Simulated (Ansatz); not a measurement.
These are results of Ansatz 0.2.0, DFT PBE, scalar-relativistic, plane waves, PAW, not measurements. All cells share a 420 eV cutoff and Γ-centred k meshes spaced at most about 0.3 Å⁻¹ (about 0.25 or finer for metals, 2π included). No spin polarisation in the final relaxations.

Temperature and zero-point effects are left out. All come from trial cells, and lower structures may exist.

Question: Which of these relaxed structures of Sr4NbO is the lowest in energy?
A.

```
Sr Nb O
1.0
     5.10411    0.00000    0.00000
     0.00000    5.10411    0.00000
     0.00000    0.00000    7.25797
Sr Nb O
4 1 1
Cartesian
  2.5521 0.0000 5.5964
  0.0000 2.5521 1.6616
  2.5521 0.0000 1.6616
  0.0000 2.5521 5.5964
  2.5521 2.5521 3.6290
  0.0000 0.0000 0.0000
```

B.

```
Sr Nb O
1.0
     3.38805    0.00000    0.00000
     0.00000    3.38805    0.00000
     0.00000    0.00000   15.44749
Sr Nb O
4 1 1
Direct
  0.50000 0.50000 0.10004
  0.00000 0.00000 0.66176
  0.00000 0.00000 0.33824
  0.50000 0.50000 0.89996
  0.50000 0.50000 0.50000
  0.00000 0.00000 0.00000
```

Answer: B. It has space group P4/mmm (No. 123); the next, A, with space group P4/mmm (No. 123), lies 0.38 eV/atom higher. Counting Nb or Sr atoms around O (for each partner element, those within 1.25 times its shortest distance or 1.15 times the sum of covalent radii, where it is the nearest in units of that sum or under 1.3), the lowest and the next both have O 8.

A magnetic state wasn't ruled out in cells without spin, among them P4/mmm at 29.6 Å³/atom, P4/mmm at 31.5 Å³/atom. Cells relaxed within their symmetry can be saddle points. Some structure types and database cells were kept out of the candidates from the start, so a known form may be missing.
